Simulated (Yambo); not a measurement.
G0W0@PBE for GaAs (zinc blende, space group F-43m, No. 216) in Yambo. Reference settings: 4×4×4 Γ-centred k mesh, bands 9 to 217 and a 15 Ry block in the screening, 217 bands in G with the Bruneval-Gonze terminator, plasmon pole fitted at 27.2 eV. The PBE gap Γ → Γ on this mesh is 0.49 eV; G0W0 gaps are taken between the same points.

Gap (Γ → Γ) in eV against the number of bands and the screening block, terminator on:

| bands (W and G) | 3 Ry | 6 Ry | 9 Ry | 12 Ry | 15 Ry |
|---|---|---|---|---|---|
| 51 | 1.169 | 1.197 | 1.203 | 1.200 | 1.196 |
| 80 | 1.150 | 1.179 | 1.189 | 1.187 | 1.183 |
| 119 | 1.136 | 1.161 | 1.170 | 1.168 | 1.164 |
| 168 | 1.126 | 1.147 | 1.153 | 1.150 | 1.146 |
| 217 | 1.121 | 1.138 | 1.141 | 1.139 | 1.134 |

Rough cost of the Yambo step against the reference (shared machines):

```
bands (W and G)  3 Ry  6 Ry  9 Ry  12 Ry  15 Ry
---------------  ----  ----  ----  -----  -----
51               1/10  1/10   1/8    1/7    1/5
80                1/6   1/6   1/5    1/4    1/3
119               1/4   1/3   1/3    1/3    1/2
168               1/3   1/3   1/2     ~1     ~1
217               1/2    ~1    ~1     ~1      1
```

At the largest block the last step in bands moves the gap by -0.012 eV; at the most bands the last step in the block moves it by -0.005 eV.

Spin-orbit splittings are left out.

Geometry relaxed with PBEsol; primitive cell a = 4.0025 Å, b = 4.0025 Å, c = 4.0025 Å, α = 60.00°, β = 60.00°, γ = 60.00°.

The potentials are those of PseudoDojo's stringent table.
